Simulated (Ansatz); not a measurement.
Hf (β-Sn type, space group No. 141) at seven volumes, the program Ansatz at the PBE level (PAW), shape and atoms relaxed at each. One row is withheld.

```
V (Å³/atom)  P (GPa)
-----------  -------
21.224             ?
21.924          5.92
22.623          2.75
23.323          0.00
24.023         -2.40
24.722         -4.49
25.422         -6.32
```

Problem. Fit the shown pressures and predict the withheld one.

Solution. P = (3/2)B₀(x^(7/2) − x^(5/2))[1 + (3/4)(B′ − 4)(x − 1)] with x = (V₀/V)^(2/3). Least squares on the six rows gives V₀ = 23.323 Å³/atom, B₀ = 85.6 GPa, B′ = 3.60. At V = 21.224, x = 1.0649 and P = 9.56 GPa. The run itself gave 9.57 GPa.

Space group I4_1/amd (β-Sn type). The cell is a constructed one: a structure type filled with these elements; neither database checked (COD, Materials Project) lists it. It is not the phase usual at ambient conditions (space group No. 194). The cell was relaxed with PBE under the symmetry of its start. At this level the phase is dynamically unstable (imaginary phonons). No spin polarisation was allowed. Scalar-relativistic: spin–orbit coupling is off unless named, which matters more the heavier the elements.

Potentials: the later of the program's two PAW sets.
